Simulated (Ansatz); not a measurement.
K2PdF6:
```
K2PdF6
1.0
    5.70949     0.00000     0.00000
   -2.85474     4.94456     0.00000
    0.00000     0.00000     4.61518
K Pd F
2 1 6
Direct
  0.33333   0.66667   0.71646
  0.66667   0.33333   0.28354
  0.00000   0.00000   0.00000
  0.83733   0.16267   0.77363
  0.16267   0.83733   0.22637
  0.83733   0.67466   0.77363
  0.16267   0.32534   0.22637
  0.32534   0.16267   0.77363
  0.67466   0.83733   0.22637
```

Relaxed with r²SCAN.

Q: Which orbitals make up the states near the band edges in DFT-r²SCAN in the program Ansatz with PAW potentials?

A: Top 1 eV of the valence band: F 2p 54 %, Pd 4d 44 %. Bottom 1 eV of the conduction band: Pd 4d 50 %, F 2p 46 %. Projections are on Löwdin-orthogonalised atomic valence shells; empty p or d shells of many metals are not among them.

Q: Tabulate the density of states.

A: States/eV per cell of 9 atoms, in 0.25 eV bins, energy from the valence-band maximum.

```csv
E (eV),total,F 2p,Pd 4d,F 2s
-7.85,0.00,0.00,0.00,0.00
-7.60,0.00,0.00,0.00,0.00
-7.35,0.00,0.00,0.00,0.00
-7.10,0.00,0.00,0.00,0.00
-6.85,0.00,0.00,0.00,0.00
-6.60,0.00,0.00,0.00,0.00
-6.35,0.00,0.00,0.00,0.00
-6.10,0.00,0.00,0.00,0.00
-5.85,0.00,0.00,0.00,0.00
-5.60,9.85,5.31,3.97,0.37
-5.35,6.15,3.21,2.60,0.26
-5.10,0.00,0.00,0.00,0.00
-4.85,0.76,0.42,0.33,0.00
-4.60,19.76,10.16,9.17,0.05
-4.35,5.24,3.38,1.70,0.04
-4.10,5.42,4.08,1.16,0.04
-3.85,0.82,0.58,0.22,0.00
-3.60,0.07,0.07,0.00,0.00
-3.35,7.84,7.57,0.05,0.03
-3.10,11.39,11.04,0.04,0.05
-2.85,4.70,4.57,0.02,0.02
-2.60,0.00,0.00,0.00,0.00
-2.35,10.60,10.24,0.05,0.01
-2.10,15.98,15.58,0.12,0.01
-1.85,17.02,16.69,0.13,0.01
-1.60,15.25,15.06,0.09,0.00
-1.35,13.16,13.06,0.05,0.00
-1.10,0.00,0.00,0.00,0.00
-0.85,0.00,0.00,0.00,0.00
-0.60,0.00,0.00,0.00,0.00
-0.35,11.87,6.17,5.35,0.00
-0.10,12.13,6.74,5.13,0.00
0.15,0.00,0.00,0.00,0.00
0.40,0.00,0.00,0.00,0.00
0.65,0.00,0.00,0.00,0.00
0.90,0.00,0.00,0.00,0.00
1.15,0.00,0.00,0.00,0.00
1.40,0.00,0.00,0.00,0.00
1.65,0.00,0.00,0.00,0.00
1.90,0.00,0.00,0.00,0.00
2.15,0.00,0.00,0.00,0.00
2.40,0.00,0.00,0.00,0.00
2.65,5.88,2.58,2.98,0.18
2.90,10.12,4.73,4.96,0.25
3.15,0.00,0.00,0.00,0.00
3.40,0.00,0.00,0.00,0.00
3.65,0.00,0.00,0.00,0.00
3.90,0.00,0.00,0.00,0.00
4.15,0.00,0.00,0.00,0.00
4.40,0.00,0.00,0.00,0.00
4.65,0.00,0.00,0.00,0.00
4.90,0.00,0.00,0.00,0.00
5.15,0.00,0.00,0.00,0.00
5.40,0.00,0.00,0.00,0.00
5.65,0.00,0.00,0.00,0.00
5.90,0.00,0.00,0.00,0.00
6.15,0.00,0.00,0.00,0.00
6.40,0.00,0.00,0.00,0.00
6.65,0.00,0.00,0.00,0.00
6.90,0.00,0.00,0.00,0.00
7.15,0.00,0.00,0.00,0.00
7.40,0.00,0.00,0.00,0.00
```

Space group P-3m1. The first step of the workflow began from a Materials Project structure, measured or hypothetical; the Crystallography Open Database files this formula in space group No. 164, but the cells were not matched. Its standing as an ambient phase is unchecked. Symmetry was held in the r²SCAN relaxation; whether a distortion lowers the energy is not shown. No spin polarisation was allowed. Spin–orbit coupling is left out wherever it is not named.

Potentials: the later of the program's two PAW sets.
